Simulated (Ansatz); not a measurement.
Ansatz (an electronic-structure program) input:

Ansatz 0.2 input:
```yaml
crystal:
  lattice:
    - [-1.5680726012, 1.5680726012, 1.5680726012]
    - [1.5680726012, -1.5680726012, 1.5680726012]
    - [1.5680726012, 1.5680726012, -1.5680726012]
  atoms:
    - { symbol: W, position: [0.0, 0.0, 0.0] }
kpoints:
  mp_grid: { grid: [38, 38, 38] }
hamiltonian:
  xc: lda
  pseudopotentials: { azcp: { folder: ./paw }, kind: paw }
scf:
  occupations: { method: fermi_dirac, width: 0.1 }
elastic: { mode: relaxed_ion, stencil: two_point, amplitude: 0.005, f_tol: 0.0005 }
```

Output (shortened):

```
Pseudopotential: W, paw, valence charge 14
Functional definition: SPW92
Crystal: 1 atoms, lattice volume = 15.423 Å³
Basis set: ecut = 420 eV, 321 PW (Γ)
Bands: 11, of which v1, the nominal top of the filled ones, is band 7 counted from 1 (6 counted from 0)
Symmetry: 48 space group operations
Space group: Im-3m (ITA 229), of the structure as read, at distance tolerance 2.5e-5 Å
k-points: 1440 of 54872
SCF iter   1: F=—  HF=-10130.895422 eV  |F-HF|=—  |Δ(HF+E_count)|=         —  Δρ=6.11e-2  dr2=4.73e-1  ethr=3.10e-3  ⟨swp⟩=5.0  Hψ=82576  notcnv=0
preconditioner: auto → none
SCF iter   2: F=—  HF=-10130.705615 eV  |F-HF|=—  |Δ(HF+E_count)|=   1.90e-1  Δρ=2.17e-2  dr2=2.98e-2  ethr=3.10e-3  ⟨swp⟩=2.7  Hψ=36817  notcnv=0  defer=23
SCF iter   3: F=—  HF=-10130.695265 eV  |F-HF|=—  |Δ(HF+E_count)|=   1.03e-2  Δρ=6.07e-3  dr2=1.72e-3  ethr=2.13e-4  ⟨swp⟩=1.9  Hψ=18840  notcnv=0  defer=23
SCF iter   4: F=—  HF=-10130.694601 eV  |F-HF|=—  |Δ(HF+E_count)|=   6.64e-4  Δρ=1.71e-4  dr2=1.05e-6  ethr=1.23e-5  ⟨swp⟩=1.0  Hψ=15817  notcnv=0  defer=23
SCF iter   5: F=—  HF=-10130.694598 eV  |F-HF|=—  |Δ(HF+E_count)|=   2.90e-6  Δρ=2.84e-5  dr2=4.71e-8  ethr=7.49e-9  ⟨swp⟩=2.0  Hψ=26265  notcnv=0  defer=23
SCF iter   6: F=—  HF=-10130.694598 eV  |F-HF|=—  |Δ(HF+E_count)|=   2.00e-8  Δρ=1.15e-6  dr2=1.58e-10  ethr=3.37e-10  ⟨swp⟩=2.9  Hψ=24809  notcnv=0  defer=23
SCF iter   7: F=—  HF=-10130.694598 eV  |F-HF|=—  |Δ(HF+E_count)|=  6.55e-11  Δρ=1.16e-7  dr2=9.89e-13  ethr=1.13e-12  ⟨swp⟩=2.1  Hψ=24309  notcnv=0  defer=23
SCF iter   8: F=-10130.694598 eV  HF=-10130.694598 eV  |F-HF|=1.82e-12  |Δ(HF+E_count)|=  7.28e-12  Δρ=4.65e-9  dr2=6.59e-16  ethr=1.00e-12  ⟨swp⟩=4.1  Hψ=47836  notcnv=0
the search or the solves at the SCF's close seem to have found levels that the self-consistency loop had missed (the run counts 1) …
SCF 1 converged in 8 iterations: F = -10130.694598 eV  dr2 = 6.59e-16
Crystal: 1 atoms, lattice volume = 15.346 Å³
Symmetry: 16 space group operations
k-points: 3910 of 54872
iter 1 solved again at ethr=1.08e-7 eV; its pass at ethr=3.10e-3 eV (dr2=1.52e-5 eV) is discarded
SCF iter   1: F=—  HF=-10130.694004 eV  |F-HF|=—  |Δ(HF+E_count)|=         —  Δρ=5.26e-4  dr2=1.71e-5  ethr=1.08e-7  ⟨swp⟩=2.5  Hψ=299538  notcnv=0  defer=23
preconditioner: auto → none
SCF iter   2: F=—  HF=-10130.694002 eV  |F-HF|=—  |Δ(HF+E_count)|=   1.81e-6  Δρ=2.38e-4  dr2=3.03e-6  ethr=1.08e-7  ⟨swp⟩=1.0  Hψ=42965  notcnv=0  defer=23
SCF iter   3: F=—  HF=-10130.694001 eV  |F-HF|=—  |Δ(HF+E_count)|=   1.02e-6  Δρ=2.15e-5  dr2=2.58e-8  ethr=2.16e-8  ⟨swp⟩=1.0  Hψ=42957  notcnv=0  defer=23
SCF iter   4: F=—  HF=-10130.694001 eV  |F-HF|=—  |Δ(HF+E_count)|=   4.20e-8  Δρ=2.19e-6  dr2=4.44e-10  ethr=1.84e-10  ⟨swp⟩=2.7  Hψ=65802  notcnv=0  defer=23
SCF iter   5: F=—  HF=-10130.694001 eV  |F-HF|=—  |Δ(HF+E_count)|=  1.62e-10  Δρ=7.10e-7  dr2=1.84e-11  ethr=3.17e-12  ⟨swp⟩=2.0  Hψ=64788  notcnv=0  defer=23
SCF iter   6: F=—  HF=-10130.694001 eV  |F-HF|=—  |Δ(HF+E_count)|=  7.28e-12  Δρ=6.88e-8  dr2=2.34e-13  ethr=1.31e-13 (applied; sched 1.00e-12)  ⟨swp⟩=1.0  Hψ=42957  notcnv=0  defer=53
SCF iter   7: F=-10130.694001 eV  HF=-10130.694001 eV  |F-HF|=1.82e-12  |Δ(HF+E_count)|=  3.64e-12  Δρ=4.45e-9  dr2=1.69e-15  ethr=1.00e-12  ⟨swp⟩=4.0  Hψ=124772  notcnv=0
SCF 2 converged in 7 iterations: F = -10130.694001 eV  dr2 = 1.69e-15
Crystal: 1 atoms, lattice volume = 15.500 Å³
iter 1 solved again at ethr=2.18e-10 eV; its pass at ethr=3.10e-3 eV (dr2=3.06e-8 eV) is discarded
SCF iter   1: F=—  HF=-10130.693831 eV  |F-HF|=—  |Δ(HF+E_count)|=         —  Δρ=6.82e-5  dr2=3.04e-8  ethr=2.18e-10  ⟨swp⟩=2.2  Hψ=281033  notcnv=0  defer=8
preconditioner: auto → none
SCF iter   2: F=—  HF=-10130.693831 eV  |F-HF|=—  |Δ(HF+E_count)|=   1.81e-7  Δρ=3.39e-5  dr2=5.51e-9  ethr=2.17e-10  ⟨swp⟩=1.0  Hψ=42957  notcnv=0  defer=8
SCF iter   3: F=—  HF=-10130.693831 eV  |F-HF|=—  |Δ(HF+E_count)|=   6.07e-8  Δρ=4.03e-6  dr2=1.21e-10  ethr=3.94e-11  ⟨swp⟩=1.0  Hψ=42957  notcnv=0  defer=8
SCF iter   4: F=—  HF=-10130.693831 eV  |F-HF|=—  |Δ(HF+E_count)|=  8.46e-10  Δρ=2.94e-7  dr2=9.83e-13  ethr=8.65e-13 (applied; sched 1.00e-12)  ⟨swp⟩=2.5  Hψ=65883  notcnv=0  defer=15
SCF iter   5: F=-10130.693831 eV  HF=-10130.693831 eV  |F-HF|=5.46e-12  |Δ(HF+E_count)|=  1.82e-12  Δρ=4.41e-8  dr2=2.60e-14  ethr=1.00e-12  ⟨swp⟩=4.0  Hψ=127627  notcnv=0
SCF 3 converged in 5 iterations: F = -10130.693831 eV  dr2 = 2.60e-14
Crystal: 1 atoms, lattice volume = 15.423 Å³
Symmetry: 8 space group operations
k-points: 7430 of 54872
iter 1 solved again at ethr=1.89e-7 eV; its pass at ethr=3.10e-3 eV (dr2=2.65e-5 eV) is discarded
SCF iter   1: F=—  HF=-10130.694436 eV  |F-HF|=—  |Δ(HF+E_count)|=         —  Δρ=6.50e-4  dr2=4.63e-5  ethr=1.89e-7  ⟨swp⟩=2.0  Hψ=543124  notcnv=0  defer=35
preconditioner: auto → none
SCF iter   2: F=—  HF=-10130.694420 eV  |F-HF|=—  |Δ(HF+E_count)|=   1.57e-5  Δρ=2.37e-4  dr2=3.94e-6  ethr=1.89e-7  ⟨swp⟩=2.6  Hψ=122624  notcnv=0  defer=35
SCF iter   3: F=—  HF=-10130.694418 eV  |F-HF|=—  |Δ(HF+E_count)|=   1.93e-6  Δρ=4.64e-5  dr2=9.43e-8  ethr=2.73e-8  ⟨swp⟩=1.7  Hψ=97915  notcnv=0  defer=35
SCF iter   4: F=—  HF=-10130.694418 eV  |F-HF|=—  |Δ(HF+E_count)|=   1.33e-8  Δρ=1.81e-6  dr2=1.70e-10  ethr=6.54e-10  ⟨swp⟩=1.1  Hψ=83551  notcnv=0  defer=35
SCF iter   5: F=—  HF=-10130.694418 eV  |F-HF|=—  |Δ(HF+E_count)|=  1.46e-11  Δρ=2.03e-7  dr2=2.34e-12  ethr=1.18e-12  ⟨swp⟩=2.7  Hψ=135926  notcnv=0  defer=35
SCF iter   6: F=—  HF=-10130.694418 eV  |F-HF|=—  |Δ(HF+E_count)|=  9.09e-12  Δρ=5.07e-8  dr2=3.15e-13  ethr=1.00e-12  ⟨swp⟩=4.5  Hψ=274501  notcnv=0
SCF iter   7: F=-10130.694418 eV  HF=-10130.694418 eV  |F-HF|=1.82e-12  |Δ(HF+E_count)|=  5.46e-12  Δρ=6.67e-9  dr2=1.92e-15  ethr=1.00e-12  ⟨swp⟩=4.0  Hψ=239105  notcnv=0
SCF 4 converged in 7 iterations: F = -10130.694418 eV  dr2 = 1.92e-15
Crystal: 1 atoms, lattice volume = 15.423 Å³
iter 1 solved again at ethr=9.24e-11 eV; its pass at ethr=3.10e-3 eV (dr2=1.29e-8 eV) is discarded
SCF iter   1: F=—  HF=-10130.694418 eV  |F-HF|=—  |Δ(HF+E_count)|=         —  Δρ=4.43e-5  dr2=1.25e-8  ethr=9.24e-11  ⟨swp⟩=2.2  Hψ=530616  notcnv=0  defer=10
preconditioner: auto → none
SCF iter   2: F=—  HF=-10130.694418 eV  |F-HF|=—  |Δ(HF+E_count)|=   7.50e-8  Δρ=2.21e-5  dr2=2.36e-9  ethr=8.93e-11  ⟨swp⟩=1.0  Hψ=81647  notcnv=0  defer=10
SCF iter   3: F=—  HF=-10130.694418 eV  |F-HF|=—  |Δ(HF+E_count)|=   2.52e-8  Δρ=2.18e-6  dr2=3.36e-11  ethr=1.69e-11  ⟨swp⟩=1.0  Hψ=81647  notcnv=0  defer=10
SCF iter   4: F=—  HF=-10130.694418 eV  |F-HF|=—  |Δ(HF+E_count)|=  2.35e-10  Δρ=1.25e-7  dr2=5.23e-13  ethr=2.40e-13 (applied; sched 1.00e-12)  ⟨swp⟩=2.6  Hψ=126429  notcnv=0  defer=81
SCF iter   5: F=-10130.694418 eV  HF=-10130.694418 eV  |F-HF|=0.00e0  |Δ(HF+E_count)|=  7.28e-12  Δρ=1.81e-8  dr2=1.00e-14  ethr=1.00e-12  ⟨swp⟩=4.0  Hψ=239907  notcnv=0
SCF 5 converged in 5 iterations: F = -10130.694418 eV  dr2 = 1.00e-14
SCF converged after 8 iterations
Free energy (F): -10130.694598 eV
Harris-Foulkes:  -10130.694598 eV  (|F-HF|=1.82e-12)
Internal energy: -10130.679108 eV  (E = F + TS)
E sigma→0 (E₀):  -10130.686853 eV
Entropy (-TS):   -0.015491 eV (-15.491 meV/atom)
Fermi energy:    22.786815 eV
--- Per-component energies (eV) ---
  E_band       = -79.435951
  E_kinetic    = 423.673253
  E_local      = -529.113832  (includes V_loc(G=0)·N_el)
  E_nonlocal   = -19.633788
  E_hartree    = 222.869405
  E_xc         = -266.494860
  E_vxc        = -232.288088  (∫ρ·V_xc dr)
  E_paw        = -8324.723769  (= ΣΔE_a)
  E_vpaw       = -167.812452  (= ΣTr[D̂ρ^β])
  E_aug_tail   = 0.000147  (compensation charges beyond the density's cutoff)
  E_ewald      = -1637.538913
  E_core_change = 0.283249  (= ΣΔE_core)
  E_smearing   = -0.015491  (= −TS)
  E_closure    = 0.000000  (closes the sum)
  Σ components = -10130.694598   (vs F -10130.694598, Δ=0.00e0)
  [band-id]    e_kinetic+e_local+e_nonlocal+2·e_hartree+e_vxc+e_vpaw+e_augmentation_tail = -79.435951   (vs E_band -79.435951, Δ=3.55e-7)
--- Forces (eV/Å), atoms counted from 1 ---
  atom   1  W      0.00000000     0.00000000     0.00000000
  max |Σ_I F_I| component: 0.0 eV/Å
--- Stress (GPa, compression-positive) ---
       -0.192933       0.000000       0.000000
        0.000000      -0.192933       0.000000
        0.000000       0.000000      -0.192933
  P = ⅓ Tr σ = -0.1929 GPa (-1.929 kbar)
--- Band table (eV; the first three rows and the last of 1440) ---
  k-point 0: bands = ["-51.3273", "-14.8322", "-14.8322", "-14.8322", "13.0195", "21.4537", "21.4537", "21.4537", "25.0130", "25.0130", "37.4287"]
  k-point 1: bands = ["-51.3262", "-14.8427", "-14.8354", "-14.8322", "13.0548", "21.4322", "21.4498", "21.4876", "24.9764", "25.0133", "37.4594"]
  k-point 2: bands = ["-51.3232", "-14.8741", "-14.8451", "-14.8324", "13.1596", "21.3689", "21.4366", "21.5890", "24.8742", "25.0143", "37.5488"]
  k-point 1439: bands = ["-51.0620", "-15.8224", "-15.8224", "-15.8224", "16.6990", "16.6990", "28.1081", "28.1081", "28.1081", "31.3126", "31.3126"]
--- Elastic constants: 2 strain directions × 2 members + reference (group order 48) ---
  dense FFT box of the reference and of every strained cell: 20×20×20
  strains applied: 11, 23; error gains: componentwise 1.00 (the most a stress slope's error grows in a printed constant), spectral 1.73 (1 for all six strains …
  C = ∂σ_k/∂η_j (tension-positive GPa; Voigt order 11 22 33 23 13 12):
       566.684    219.208    219.208      0.000      0.000      0.000
       219.208    566.684    219.208      0.000      0.000      0.000
       219.208    219.208    566.684      0.000      0.000      0.000
         0.000      0.000      0.000    149.709      0.000      0.000
         0.000      0.000      0.000      0.000    149.709      0.000
         0.000      0.000      0.000      0.000      0.000    149.709
  reference stress σ⁰ (GPa):      0.193      0.193      0.193      0.000      0.000      0.000
  C* (energy form; C + prestress term) asymmetry max|C*_kj − C*_jk| = 2.842e-14 GPa — a small one proves nothing (zero by symmetry where the batch's group is …
  moduli (Voigt/Reuss/Hill, GPa): K = 335.03/335.03/335.03   G = 159.32/158.48/158.90   E = 411.62   ν = 0.295
  mechanically stable: yes (min eigenvalue of sym C = 149.71 GPa)
  where every solve meets its electron count the energy-path curvature estimates C_jj along a normal strain and C_jj − ¼(σ⁰_aa + σ⁰_bb) along a shear (ab), of …
  strain η (Voigt 11):  stress-route row diagonal C_11 = 566.68 GPa, energy-path curvature d²(F+E_count+ΔE)/dδ²/Ω₀ = 566.67 GPa
         δ    σ_11 (GPa)             F (eV)   n_scf  n_hpsi   n_pw
    -5.000e-3      -2.6889      -10130.6940013       7  729961    321   relax 0 steps, max|allowed force component| 0.00e0 eV/Å
     5.000e-3       2.9779      -10130.6938314       5  606655    321   relax 0 steps, max|allowed force component| 0.00e0 eV/Å
  strain η (Voigt 23):  stress-route row diagonal C_44 = 149.71 GPa, energy-path curvature d²(F+E_count+ΔE)/dδ²/Ω₀ = 149.61 GPa
         δ    σ_23 (GPa)             F (eV)   n_scf  n_hpsi   n_pw
    -5.000e-3      -0.7485      -10130.6944182       7  1584616    321   relax 0 steps, max|allowed force component| 0.00e0 eV/Å
     5.000e-3       0.7485      -10130.6944182       5  1148214    321   relax 0 steps, max|allowed force component| 0.00e0 eV/Å
```

Cost: about 7 core-minutes (a rough figure) on shared cores.

Symmetry was held in the LDA relaxation. No spin polarisation was allowed. As this level gives no gap, shear constants depend on the k-mesh and smearing (Fermi–Dirac, 0.1 eV here). Spin–orbit coupling is left out wherever it is not named.

Potentials: the earlier of the program's two PAW sets. The files were generated under PBE; for other functionals the program regenerates the frozen cores, and for LDA and PBEsol the local potential too.

Ansatz is a plane-wave DFT program.
